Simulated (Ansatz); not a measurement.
Ansatz (a quantum-chemistry and plane-wave program) input:

Ansatz 0.2 input:
```yaml
crystal:
  lattice:
    - [-3.4703126678, 3.4703126678, 3.4703126678]
    - [3.4703126678, -3.4703126678, 3.4703126678]
    - [3.4703126678, 3.4703126678, -3.4703126678]
  atoms:
    - { symbol: Ge, position: [0.5, 0.0, 0.7960752493] }
    - { symbol: Ge, position: [0.5, 0.0, 0.2039247507] }
    - { symbol: Ge, position: [0.7039247507, 0.7039247507, 0.7039247507] }
    - { symbol: Ge, position: [0.2960752493, 0.2960752493, 0.2960752493] }
    - { symbol: Ge, position: [0.0, 0.7960752493, 0.5] }
    - { symbol: Ge, position: [0.0, 0.2039247507, 0.5] }
    - { symbol: Ge, position: [0.7960752493, 0.5, 0.0] }
    - { symbol: Ge, position: [0.2039247507, 0.5, 0.0] }
kpoints:
  mp_grid: { grid: [6, 6, 6] }
  band_path:
    path:
      - [[0.0, 0.0, 0.0], [0.5, -0.5, 0.5], [0.0, 0.0, 0.5], [0.0, 0.0, 0.0], [0.25, 0.25, 0.25], [0.5, -0.5, 0.5]]  # Γ-H-N-Γ-P-H
      - [[0.25, 0.25, 0.25], [0.0, 0.0, 0.5]]  # P-N
    npoints: 12
basis: { xc_grid: 2 }
hamiltonian:
  xc: pbesol
  pseudopotentials: { kind: paw }
magnetization: { noncollinear: true, spin_orbit: true }
scf:
  n_extra_bands: 16
  convergence: { dr2_threshold: 0.0000000001 }
  occupations: { method: gaussian, width: 0.05 }
output: { eigenvalues: true }
```

Output (shortened):

```
Pseudopotential: Ge, paw_fr, valence charge 14
Functional definition: PBEsol
non-collinear run that drives no moment, with spin-orbit …
Crystal: 8 atoms, lattice volume = 167.173 Å³
Basis set: ecut = 420 eV, 3319 PW (Γ), exchange–correlation on 90×90×90 points (8 copies of the dense FFT grid, shifted against one another)
Bands: 128, of which v1, the nominal top of the filled ones, is band 112 counted from 1 (111 counted from 0)
Symmetry: 24 space group operations + 24 with time reversal
k-points: 18 of 216
Projection manifold: j_resolved (fully-relativistic pseudo-atomic orbitals)
SCF iter   1: F=—  HF=-34028.047115 eV  |F-HF|=—  |Δ(HF+E_count)|=         —  Δρ=3.16e-2  dr2=1.33e0  dr2_m=0.00e0 (ungated)  ethr=3.10e-3  |M|=0.00e0 ∫|m|=0.00e0 μB  |m|>n=0.0e0 m-floor=0.0e0 τ_xc=0.0e0  β_m=0.30  ⟨swp⟩=5.9  Hψ=4921  notcnv=0  defer=2
preconditioner: auto → Resta (q_TF=auto, 2.552 Å⁻¹)
spin=Noncollinear: Resta preconditioning applied to the charge; magnetization (m_x, m_y, m_z) channels mix plain (no charge-response kernel on spin).
SCF iter   2: F=—  HF=-34027.935756 eV  |F-HF|=—  |Δ(HF+E_count)|=   1.11e-1  Δρ=2.36e-2  dr2=7.30e-1  dr2_m=0.00e0 (ungated)  ethr=1.19e-3  |M|=0.00e0 ∫|m|=0.00e0 μB  |m|>n=0.0e0 m-floor=0.0e0 τ_xc=0.0e0  β_m=0.65  ⟨swp⟩=1.1  Hψ=1351  notcnv=0  defer=36
SCF iter   3: F=—  HF=-34027.819995 eV  |F-HF|=—  |Δ(HF+E_count)|=   1.16e-1  Δρ=1.94e-3  dr2=6.33e-3  dr2_m=0.00e0 (ungated)  ethr=6.52e-4  |M|=0.00e0 ∫|m|=0.00e0 μB  |m|>n=0.0e0 m-floor=0.0e0 τ_xc=0.0e0  β_m=0.64  ⟨swp⟩=2.0  Hψ=1346  notcnv=0  defer=180
SCF iter   4: F=—  HF=-34027.818793 eV  |F-HF|=—  |Δ(HF+E_count)|=   1.20e-3  Δρ=7.90e-4  dr2=1.09e-3  dr2_m=0.00e0 (ungated)  ethr=5.65e-6  |M|=0.00e0 ∫|m|=0.00e0 μB  |m|>n=0.0e0 m-floor=0.0e0 τ_xc=0.0e0  β_m=0.74  ⟨swp⟩=2.1  Hψ=1876  notcnv=0  defer=186
SCF iter   5: F=—  HF=-34027.818994 eV  |F-HF|=—  |Δ(HF+E_count)|=   2.01e-4  Δρ=1.95e-4  dr2=5.45e-5  dr2_m=0.00e0 (ungated)  ethr=9.74e-7  |M|=0.00e0 ∫|m|=0.00e0 μB  |m|>n=0.0e0 m-floor=0.0e0 τ_xc=0.0e0  β_m=0.87  ⟨swp⟩=2.9  Hψ=2062  notcnv=0  defer=186
SCF iter   6: F=—  HF=-34027.819035 eV  |F-HF|=—  |Δ(HF+E_count)|=   4.18e-5  Δρ=4.32e-5  dr2=2.57e-6  dr2_m=0.00e0 (ungated)  ethr=4.86e-8  |M|=0.00e0 ∫|m|=0.00e0 μB  |m|>n=0.0e0 m-floor=0.0e0 τ_xc=0.0e0  β_m=0.92  ⟨swp⟩=2.0  Hψ=2066  notcnv=0  defer=186
SCF iter   7: F=—  HF=-34027.819071 eV  |F-HF|=—  |Δ(HF+E_count)|=   3.58e-5  Δρ=5.00e-6  dr2=2.67e-8  dr2_m=0.00e0 (ungated)  ethr=2.30e-9  |M|=0.00e0 ∫|m|=0.00e0 μB  |m|>n=0.0e0 m-floor=0.0e0 τ_xc=0.0e0  β_m=0.96  ⟨swp⟩=2.0  Hψ=2107  notcnv=0  defer=186
SCF iter   8: F=—  HF=-34027.819071 eV  |F-HF|=—  |Δ(HF+E_count)|=   1.58e-8  Δρ=6.58e-7  dr2=5.68e-10  dr2_m=0.00e0 (ungated)  ethr=2.38e-11  |M|=0.00e0 ∫|m|=0.00e0 μB  |m|>n=0.0e0 m-floor=0.0e0 τ_xc=0.0e0  β_m=0.98  ⟨swp⟩=2.0  Hψ=2066  notcnv=0  defer=186
SCF iter   9: F=-34027.819071 eV  HF=-34027.819071 eV  |F-HF|=2.91e-11  |Δ(HF+E_count)|=  4.37e-11  Δρ=8.82e-8  dr2=1.04e-11  dr2_m=0.00e0 (ungated)  ethr=1.00e-12  |M|=0.00e0 ∫|m|=0.00e0 μB  |m|>n=0.0e0 m-floor=0.0e0 τ_xc=0.0e0  ⟨swp⟩=8.0  Hψ=3712  notcnv=0
SCF 1 converged in 9 iterations: F = -34027.819071 eV  dr2 = 1.04e-11
NSCF: frozen V_eff on 74 k-points
SCF converged after 9 iterations
Magnetization: |M| = 0.0000 μB,  M = (+0.0000, +0.0000, +0.0000) μB
Absolute magnetization: 0.0000 μB (∫|m|)
  site 0: m = (+0.0000, +0.0000, +0.0000) μB, |m| = 0.0000 μB  (R = 1.01 Å)
  site 1: m = (+0.0000, +0.0000, +0.0000) μB, |m| = 0.0000 μB  (R = 1.01 Å)
  site 2: m = (+0.0000, +0.0000, +0.0000) μB, |m| = 0.0000 μB  (R = 1.01 Å)
  site 3: m = (+0.0000, +0.0000, +0.0000) μB, |m| = 0.0000 μB  (R = 1.01 Å)
  site 4: m = (+0.0000, +0.0000, +0.0000) μB, |m| = 0.0000 μB  (R = 1.01 Å)
  site 5: m = (+0.0000, +0.0000, +0.0000) μB, |m| = 0.0000 μB  (R = 1.01 Å)
  site 6: m = (+0.0000, +0.0000, +0.0000) μB, |m| = 0.0000 μB  (R = 1.01 Å)
  site 7: m = (+0.0000, +0.0000, +0.0000) μB, |m| = 0.0000 μB  (R = 1.01 Å)
Free energy (F): -34027.819071 eV
Harris-Foulkes:  -34027.819071 eV  (|F-HF|=2.91e-11)
Internal energy: -34027.817341 eV  (E = F + TS)
E sigma→0 (E₀):  -34027.818206 eV
Entropy (-TS):   -0.001730 eV (-0.216 meV/atom)
Fermi energy:    9.380201 eV
--- Per-component energies (eV) ---
  E_band       = -1097.580519
  E_kinetic    = 891.140390
  E_local      = -18712.044929  (includes V_loc(G=0)·N_el)
  E_nonlocal   = 3358.090231
  E_hartree    = 8191.077016
  E_xc         = -600.101758
  E_vxc        = -518.148533  (∫ρ·V_xc dr)
  E_paw        = -15830.509958  (= ΣΔE_a)
  E_vpaw       = -2498.773826  (= ΣTr[D̂ρ^β])
  E_aug_tail   = 0.002001  (compensation charges beyond the density's cutoff)
  E_ewald      = -11332.839458
  E_core_change = 7.369125  (= ΣΔE_core)
  E_smearing   = -0.001730  (= −TS)
  E_closure    = 0.000000  (closes the sum)
  Σ components = -34027.819071   (vs F -34027.819071, Δ=0.00e0)
  [band-id]    e_kinetic+e_local+e_nonlocal+2·e_hartree+e_vxc+e_vpaw+e_augmentation_tail = -1097.580635   (vs E_band -1097.580519, Δ=-1.16e-4)
--- Band table (eV; the first three rows and the last of 18) ---
  k-point 0: bands = ["-15.6630", "-15.6630", "-15.6594", "-15.6594", "-15.6594", "-15.6594", "-15.6514", "-15.6514", "-15.6514", "-15.6514", "-15.6391", "-15.6391", "-15.6305", "-15.6305", "-15.6305", "-15.6305", "-15.6190", "-15.6190", "-15.6190", …
  k-point 1: bands = ["-15.6626", "-15.6626", "-15.6597", "-15.6597", "-15.6584", "-15.6584", "-15.6525", "-15.6525", "-15.6501", "-15.6501", "-15.6400", "-15.6400", "-15.6335", "-15.6335", "-15.6298", "-15.6298", "-15.6182", "-15.6182", "-15.6144", …
  k-point 2: bands = ["-15.6621", "-15.6621", "-15.6600", "-15.6600", "-15.6567", "-15.6567", "-15.6532", "-15.6532", "-15.6487", "-15.6487", "-15.6427", "-15.6427", "-15.6340", "-15.6340", "-15.6272", "-15.6272", "-15.6185", "-15.6185", "-15.6113", …
  k-point 17: bands = ["-15.6594", "-15.6594", "-15.6594", "-15.6594", "-15.6543", "-15.6543", "-15.6524", "-15.6524", "-15.6524", "-15.6524", "-15.6443", "-15.6443", "-15.6443", "-15.6443", "-15.6142", "-15.6142", "-15.6142", "-15.6142", "-15.6064", …
```

Cost: about 5 core-minutes (a rough figure) on shared cores.

Space group Ia-3. The workflow started from a Materials Project entry (that database holds measured and hypothetical structures alike); the Crystallography Open Database copy checked does not list it. It is not the phase usual at ambient conditions (space group No. 227). The PBEsol relaxation kept the symmetry of its start; of distortions, only those at the zone centre were tested.

Potentials: the later of the program's two PAW sets.

Ansatz is a plane-wave DFT program.
